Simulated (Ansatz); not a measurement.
## Substitution series in the CsCl type structure

Screening note. All rows share the structure (CsCl type) and keep Al fixed, while the element on the remaining site is varied. Ratios to the reference expose how stiffness follows bond length.

The yardstick is CoAl.

Data:

Where the numbers come from (Ansatz, a plane-wave PAW program): bond length, volume per atom: PBEsol, relaxed cell; bulk modulus, shear modulus: PBEsol, elastic tensor, Hill average; gap: PBEsol.

Definitions used: ln(d/d_ref), a natural logarithm; ln(K/K_ref), a natural logarithm; relative value = row/reference.

```csv
crystal,shortest bond (Å),V (Å³/atom),K (GPa),G (GPa),gap (eV),ln(d/d_ref),ln(K/K_ref),K (relative)
NiAl (CsCl type),2.479,11.73,173,79.2,0.00,0.014,−0.109,0.90
FeAl (CsCl type),2.464,11.51,189,107,0.00,0.008,−0.021,0.98
"CoAl (CsCl type), reference",2.445,11.25,193,120,0.00,0.000,0.000,1.00
RuAl (CsCl type),2.578,13.18,219,116,0.00,0.053,0.126,1.13
```

Runs started from generated or typed cells of the structure named: CoAl; RuAl. Magnetic states: FeAl ferromagnetic, the lowest of the collinear orders tried. Magnetic at some levels of our runs and not at others: CoAl. Run without spin polarisation: NiAl, CoAl. No gap (0.00) means none at this level, which can close a small real gap. Spin–orbit coupling is left out unless named.

Worked example:

Arithmetic for RuAl:

ln(d/d_ref): ln(2.578/2.445) = 0.053; ln(K/K_ref): ln(219/193) = 0.126; relative bulk modulus: 219/193 = 1.13.

Result:

By relative bulk modulus (highest first): RuAl (1.13 ± 0.057), CoAl (1.00 ± 0.050) ≈ FeAl (0.98 ± 0.049), NiAl (0.90 ± 0.045). The ± follows from allowances picked for this note (bulk modulus 5 %), carried to first order and added in quadrature, each row's own inputs moving alone; ≈ joins neighbours closer than their two ± added in quadrature.

Caveats:

Members need not be the stable phase of their formula. Rows are a sample of the computed members of this series, without regard to agreement with measurement. Limits of the draw: no layered crystals, gaps over 0.2 eV where gaps are compared; for moduli and speeds, an anisotropy index under 2.5, no layered crystals. As a rule kept out of such tables: 4f compounds, open-shell compounds run without a Hubbard term, cells found unstable in the tests at hand, cells close to a higher symmetry, and runs set to a pressure or over 12 % in volume from the crystal's fullest run.
